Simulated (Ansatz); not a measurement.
**Na (Im-3m), two-dimensional strain map**

The calculation used Ansatz 0.2.0, DFT PBEsol, scalar-relativistic, plane waves, PAW. The runs took a 420 eV cutoff, a Γ-centred 16×16×16 mesh and Gaussian smearing (0.15 eV). No spin polarisation. Energies are free energies at this smearing, counted from the undisturbed cell; pressure is positive in compression.

The undisturbed cell (as given, not relaxed at this level; it stands at -0.3 GPa):

```
CELL_PARAMETERS angstrom
-2.11750 2.11750 2.11750
2.11750 -2.11750 2.11750
2.11750 2.11750 -2.11750
ATOMIC_POSITIONS crystal
Na 0.00000 0.00000 0.00000
```

The cell is strained by p along both x and y and by q along z, fractional coordinates fixed. Points are written (p, q).

Energy above the undisturbed cell in meV/atom (a dash: not computed):

| p \ q | -0.050 | -0.025 | 0.000 | 0.025 | 0.050 |
| --- | --- | --- | --- | --- | --- |
| -0.050 | 9.3 | 4.6 | 1.4 | -0.5 | -1.3 |
| -0.025 | 1.2 | -1.0 | -1.7 | -1.3 | 0.2 |
| 0.000 | -1.3 | -1.4 | 0.0 | 2.5 | 5.9 |
| 0.025 | 0.9 | – | 5.9 | – | 15.3 |
| 0.050 | 7.1 | 10.7 | 15.4 | 21.2 | 27.8 |

Pressure in GPa:

```
 p \ q  -0.050  -0.025  0.000  0.025  0.050
-0.050     1.0     0.8    0.5    0.3    0.1
-0.025     0.5     0.3    0.0   -0.1   -0.3
 0.000     0.0    -0.2   -0.3   -0.5   -0.6
 0.025    -0.3       –   -0.6      –   -0.9
 0.050    -0.6    -0.7   -0.9   -1.0   -1.1
```